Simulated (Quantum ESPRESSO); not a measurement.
HfAg6Al, a guest atom moved from site to site

A calculation, not a measurement. The program is pw.x of Quantum ESPRESSO 7.5 (plane-wave density functional theory). The cell is made up: eight metal atoms on a face-centred cubic lattice, with elements, volume, strain and displacements drawn at random and not relaxed, so it may be unstable or far from any real phase. PseudoDojo standard norm-conserving files set the functional (PBE unless stated); there is no spin polarisation or spin-orbit coupling, the Fermi-Dirac width of 0.25 eV means electrons at about 2900 K, and the masses in the input are unused placeholders. Heavy elements are run without spin-orbit coupling, which real alloys of them have. A spin test at this wide smearing found no moment, but such smearing suppresses magnetism that the real alloy may have.

The runs move one Hf atom among sites that otherwise hold Ag. Cell, positions, cutoff, mesh and smearing stay as in the input of run 1; sites are counted in its order. Stress in the tables is positive in tension.

Input of run 1:

```
&control calculation='scf', pseudo_dir='./dojo.nc.sr.pbe.v0_5.standard.upf', outdir='./o', disk_io='minimal', tprnfor=.true., tstress=.true. /
&system ibrav=0, nat=8, ntyp=3, nbnd=74, ecutwfc=82.02448710, nosym=.true., tot_charge=0,
 occupations='smearing', smearing='fd', degauss=0.0183746611
/
&electrons conv_thr=1.470e-08, electron_maxstep=70, mixing_beta=0.5 /
ATOMIC_SPECIES
Ag 1.0 Ag.upf
Al 1.0 Al.upf
Hf 1.0 Hf.upf
CELL_PARAMETERS angstrom
-1.945 -4.0771 -2.047
-4.1596 2.1324 2.129
-0.0162 4.1023 -4.1281
ATOMIC_POSITIONS angstrom
Hf 0.0007 0.0065 -0.0821
Ag 0.0537 2.0572 -2.0258
Ag -2.0696 2.1589 0.0275
Ag -2.0145 4.1953 -1.8482
Ag -2.036 -0.1283 -2.1124
Ag -2.0827 2.0314 -4.1067
Ag -4.2242 0.1124 -0.0455
Al -4.1598 2.2052 -2.1516
K_POINTS automatic
5 5 4 1 1 1
```

```
run  elements on sites 1 to 8  free energy less that of run 1 (eV)  -TS (eV)  pressure (GPa)  stress xx (GPa)  stress yy (GPa)  stress zz (GPa)  stress yz (GPa)  stress xz (GPa)  stress xy (GPa)  iterations
  1   Hf Ag Ag Ag Ag Ag Ag Al                                0.000    -0.685            6.87            -7.76            -6.16            -6.69             1.23            -3.75            -2.31          12
  2   Ag Hf Ag Ag Ag Ag Ag Al                                0.031    -0.692            7.60            -7.34            -7.36            -8.09             1.16            -2.32            -2.12          11
  3   Ag Ag Hf Ag Ag Ag Ag Al                               -0.059    -0.680            6.58            -7.19            -6.35            -6.22             1.61            -2.79            -2.09          11
  4   Ag Ag Ag Ag Ag Hf Ag Al                                0.048    -0.709            7.40            -8.36            -7.07            -6.79             1.45            -2.21            -1.78          11
```

Forces Fx Fy Fz (eV/Å):

```
site              run 1              run 2              run 3              run 4
   1   -0.65 -0.57 0.23   -0.24 -0.47 0.45   -0.24 -0.36 0.50   -0.28 -0.38 0.40
   2  -0.77 -0.12 -1.31  -1.46 -0.47 -1.32  -0.92 -0.19 -1.33  -0.82 -0.21 -1.16
   3  -0.79 -1.26 -0.39  -0.63 -1.22 -0.14  -0.85 -1.58 -0.25  -0.68 -1.27 -0.36
   4  -1.14 -0.34 -1.46  -1.15 -0.32 -1.42  -1.22 -0.13 -1.40  -1.29 -0.47 -1.38
   5     0.73 1.38 0.79     0.79 1.47 1.00     0.99 1.56 0.96     0.75 1.40 0.78
   6     0.45 0.50 0.41     0.54 0.55 0.27     0.57 0.59 0.50     0.68 0.98 0.24
   7     1.64 0.13 0.76     1.53 0.05 1.05     1.43 0.03 0.86     1.47 0.01 0.78
   8     0.53 0.27 0.97     0.62 0.41 0.11     0.24 0.09 0.15    0.17 -0.06 0.70
```

The sites are displaced and not relaxed, so the energy differences mix bonding between neighbours with strain and are not ordering energies. A rerun of one cell of this series at a higher cutoff and on a denser mesh moved values by no more than 0.006 eV in energy, 0.27 GPa in stress and 0.008 eV/Å in force, and a second program with other atomic files agreed on that cell to 2 % rms in force and 0.5 GPa in pressure.